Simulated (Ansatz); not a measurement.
Relaxed-ion elastic tensor of TiNi (CsCl type, space group No. 221) in GPa (Voigt order), LDA (plane waves, PAW; program Ansatz); density 6.98 g/cm³, 12.68 Å³ per atom.

```
 202   184   184   0.0   0.0   0.0
 184   202   184   0.0   0.0   0.0
 184   184   202   0.0   0.0   0.0
 0.0   0.0   0.0  52.2   0.0   0.0
 0.0   0.0   0.0   0.0  52.2   0.0
 0.0   0.0   0.0   0.0   0.0  52.2
```

### Question
Is the crystal mechanically stable?

### Answer
Yes: the smallest eigenvalue of C is 18.1 GPa.

### Question
Work out the Voigt, Reuss and Hill averages.

### Answer
K_V = 190, K_R = 190, K_H = 190; G_V = 34.9, G_R = 17.9, G_H = 26.4 GPa.

### Question
Give Young's modulus, Poisson's ratio, Pugh's ratio and the universal anisotropy index.

### Answer
E = 9KG/(3K + G) = 75.7 GPa; ν = 0.43; K/G = 7.18 (ductile by the Pugh limit of 1.75); A_U = 5G_V/G_R + K_V/K_R − 6 = 4.74.

### Question
Estimate the sound speeds and the Debye temperature.

### Answer
v_l = √((K + 4G/3)/ρ) = 5680 m/s, v_t = √(G/ρ) = 1950 m/s, mean 2210 m/s; Θ = (h/k)(3n/4πV)^(1/3) v_m = 283 K.

### Question
Give the Zener ratio and Young's modulus along [100], [110] and [111].

### Answer
A = 2C44/(C11 − C12) = 5.78; 1/E = S11 − 2(S11 − S12 − S44/2)Γ with Γ = 0, 1/4, 1/3 gives 26.7, 68.5, 143 GPa.

### Question
Solve the Christoffel equation for the three sound speeds along [100], [110], [111].

### Answer
Eigenvalues of C_ijkl n_j n_l equal ρv². In km/s, slowest first: [100] 2.73, 2.73, 5.38; [110] 1.14, 2.73, 5.92; [111] 1.83, 1.83, 6.10.

Space group Pm-3m (CsCl type). The workflow started from a Materials Project entry (that database holds measured and hypothetical structures alike); the Crystallography Open Database copy checked does not list it. COD files the formula under space group No. 11, 147, so this cell is another polymorph or a model. With Ti and Ni taken as one species the cell has the higher symmetry Im-3m, so it may be an ordered model of a mixed-site phase. Whether it is the stable phase at ambient conditions was not checked. The LDA relaxation kept the symmetry of its start; of distortions, only those at the zone centre were tested. The run is not spin-polarised. As this level gives no gap, shear constants depend on the k-mesh and smearing (Fermi–Dirac, 0.1 eV here).

Potentials: the later of the program's two PAW sets.
